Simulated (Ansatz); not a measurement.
InSb:
```yaml
crystal:
  lattice:
    - [4.26070, 0.00000, 0.00000]
    - [-2.13035, 3.68988, 0.00000]
    - [0.00000, 0.00000, 7.45851]
  atoms:
    - { symbol: In, position: [0.00000, 0.00000, 0.00000] }
    - { symbol: In, position: [0.00000, 0.00000, 0.50000] }
    - { symbol: Sb, position: [0.33333, 0.66667, 0.25000] }
    - { symbol: Sb, position: [0.66667, 0.33333, 0.75000] }
```

Relaxed with PBE. Special points in fractions of this cell's reciprocal vectors: Γ (0.000, 0.000, 0.000); M (0.500, 0.000, 0.000); K (0.333, 0.333, 0.000); A (0.000, 0.000, 0.500); L (0.500, 0.000, 0.500); H (0.333, 0.333, 0.500).

**Question.** List the band energies nearest the Fermi level at these points for plane-wave PAW PBE (Ansatz code).

**Answer.** In eV from the Fermi level; about four levels below and three above (degenerate sets whole), none deeper than 8.9 eV; points with the same levels are listed once.

```tsv
k	below	above
Γ	-6.48 -0.92 -0.48	0.06 0.06 0.62 0.62
M	-4.04 -3.92 -3.21 -1.79	0.36 0.99 1.38
K	-2.54 -2.54 -2.26 -2.26	4.05 4.82 5.04 5.04
A	-4.32 -4.32	0.36 0.36 0.36 0.36
L	-1.05 -1.05 -0.66 -0.66	3.10 3.10 5.11 5.11
H	-3.57 -3.57 -0.20 -0.20	0.22 0.22 1.90 1.90
```

Space group P6_3/mmc (NiAs type). A made-up cell: these elements were put on the sites of a structure type; neither database checked (COD, Materials Project) lists it. It is not the phase usual at ambient conditions (space group No. 216). The cell was relaxed with PBE under the symmetry of its start; its stability against distortions is not shown here. Scalar-relativistic: spin–orbit coupling is off unless named, which matters more the heavier the elements.

Potentials: the later of the program's two PAW sets.
